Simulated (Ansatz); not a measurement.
A geometry of SnO2 away from equilibrium: the start of the relaxation of a relaxed SnO2 cell with one O and one Sn atom exchanged in a cell of 6 atoms. The numbers are results of PBE (plane waves to 420 eV, PAW, scalar-relativistic; Ansatz, a quantum-chemistry and plane-wave program), not measurements. Γ-centred k-mesh 5×5×7 on the run's cell (coarser than for final values), Fermi–Dirac smearing 0.05 eV.

```xyz
6
Lattice="4.8276 0.0000 0.0000 0.0000 4.8276 0.0000 0.0000 0.0000 3.2379" Properties=species:S:1:pos:R:3:forces:R:3 pbc="T T T" free_energy=-14304.670 pressure_GPa=35.0
Sn     0.0000     0.0000     0.0000  -13.3508  -13.3508    0.0000
O      2.4138     2.4138     1.6190   -1.3186   -1.3186    0.0000
Sn     1.4801     1.4801     0.0000   12.8639   12.8639    0.0000
O      3.8939     0.9337     1.6190   -0.0203    0.1152    0.0000
O      0.9337     3.8939     1.6190    0.1152   -0.0203    0.0000
O      3.3474     3.3474     0.0000    1.7108    1.7108    0.0000
```

Positions in Å, forces in eV/Å, free energy of the cell in eV (comparable only within this code, potentials and settings). Largest force: 18.88 eV/Å, on Sn1 (atoms numbered as listed); the geometry lies 1.66 eV/atom above the end of its relaxation.

No spin polarisation in the result. Without a van der Waals term the distances between weakly bound units are poorly fixed.

The run could not lose the symmetry of its start: the end is stationary, and may be a saddle point rather than a minimum.

The end of the path is a generated cell of SnO2: the first start was made by placing the elements on the sites of a structure type, and the end was not matched to a known phase here, so it may be hypothetical. Known forms of SnO2 include space group No. 136.
